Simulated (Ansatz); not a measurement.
AlOs:
```yaml
crystal:
  lattice:
    - [2.99700, 0.00000, 0.00000]
    - [0.00000, 2.99700, 0.00000]
    - [0.00000, 0.00000, 2.99700]
  atoms:
    - { symbol: Al, position: [0.00000, 0.00000, 0.00000] }
    - { symbol: Os, position: [0.50000, 0.50000, 0.50000] }
```

Relaxed with r²SCAN. Special points in fractions of this cell's reciprocal vectors: Γ (0.000, 0.000, 0.000); X (0.000, 0.500, 0.000); M (0.500, 0.500, 0.000); R (0.500, 0.500, 0.500).

Question: List the band energies nearest the Fermi level at these points for plane-wave PAW r²SCAN (Ansatz code).

Answer: In eV from the Fermi level; about four levels below and three above (degenerate sets whole), none deeper than 8.9 eV; … stands for higher levels left out; points with the same levels are listed once.

```tsv
k	below	above
Γ	-4.29 -4.29	0.43 0.43 0.43
X	-6.13 -3.31 -1.92 -1.92	0.78 2.87 7.23
M	-1.98 -1.98 -1.37 -1.37	2.43 4.83 …
R	-5.54 -5.54 -5.54	2.57 2.57 2.78
```

Space group Pm-3m (CsCl type). The workflow started from a Materials Project entry (that database holds measured and hypothetical structures alike); the Crystallography Open Database copy checked does not list it. With Al and Os taken as one species the cell has the higher symmetry Im-3m, so it may be an ordered model of a mixed-site phase. Its standing as an ambient phase is unchecked. The r²SCAN relaxation kept the symmetry of its start; of distortions, only those at the zone centre were tested. The run is not spin-polarised. Scalar-relativistic: spin–orbit coupling is off unless named, which matters more the heavier the elements.

Potentials: the later of the program's two PAW sets.
